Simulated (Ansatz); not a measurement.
# TiSn₃O₈: stable or not

It was reached by relaxing an invented guess, and it needn't be the stable form of this composition.

The calculation used DFT PBE, scalar-relativistic, plane waves, PAW (Ansatz). The final run on the 12-atom cell used 420 eV, a Γ-centred 6×6×4 mesh, 0.02 eV smearing and no spin polarisation.

```
CELL_PARAMETERS angstrom
3.37566 -3.38170 0.00000
3.37566 3.38170 0.00000
0.00000 0.00000 6.36027
ATOMIC_POSITIONS crystal
Ti 0.00000 0.00000 0.50000
Sn 0.50000 0.50000 0.74529
Sn 0.50000 0.50000 0.25471
Sn 0.00000 0.00000 0.00000
O 0.30618 0.30618 0.00000
O 0.29697 0.29697 0.50000
O 0.18961 0.81039 0.73836
O 0.18961 0.81039 0.26164
O 0.81039 0.18961 0.73836
O 0.81039 0.18961 0.26164
O 0.69382 0.69382 0.00000
O 0.70303 0.70303 0.50000
```

The zero of energy is the elements' standard structures at the same level (O₂ as a molecule); no fitted shifts are applied. The references include grey tin.

**Question.** These tests were run: energy against the elements; random kick, then relaxation without symmetry; phonons on a 2×2×1 q mesh. What do they show?

**Answer.**

| test | result |
| --- | --- |
| energy against the elements | −1.941 eV/atom |
| random kick, then relaxation without symmetry | returns |
| phonons on a 2×2×1 q mesh | no imaginary mode on the mesh, but the interpolation dips to 58i cm⁻¹ between its points |

It fails none of these tests outright. Whether a mixture of other phases lies lower isn't tested here. Undecided within the accuracy: phonons on a 2×2×1 q mesh.

The kick test ran on a coarse mesh. The run for the phonons used a 6×6×4 k mesh.
